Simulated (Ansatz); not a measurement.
Si$_{2}$Mo (MoSi2 or CaC2 type, I4/mmm) under volume change, DFT-r²SCAN in the program Ansatz with PAW potentials, shape and atoms relaxed at each volume.

| V (Å³/atom) | E − E(relaxed) (meV/atom) | P (GPa) |
|---|---|---|
| 12.160 | ? | ? |
| 12.561 | 36.5 | 15.44 |
| 12.962 | ? | ? |
| 13.363 | 0.0 | 0.00 |
| 13.764 | 7.7 | -6.02 |
| 14.165 | 29.4 | -11.12 |
| 14.566 | 62.7 | -15.44 |

Question: Fill in the missing entries.

Answer: 
- 12.160, E − E(relaxed) (meV/atom): 87.1
- 12.160, P (GPa): 25.27
- 12.962, E − E(relaxed) (meV/atom): 8.6
- 12.962, P (GPa): 7.09

Question: What does a third-order Birch–Murnaghan fit give for V₀, B₀ and B′?

Answer: V₀ = 13.36 Å³/atom, B₀ = 217 GPa, B′ = 4.5.

The r²SCAN relaxation kept the symmetry of its start; of distortions, only those at the zone centre were tested. No spin polarisation was allowed.

Potentials: the earlier of the program's two PAW sets.
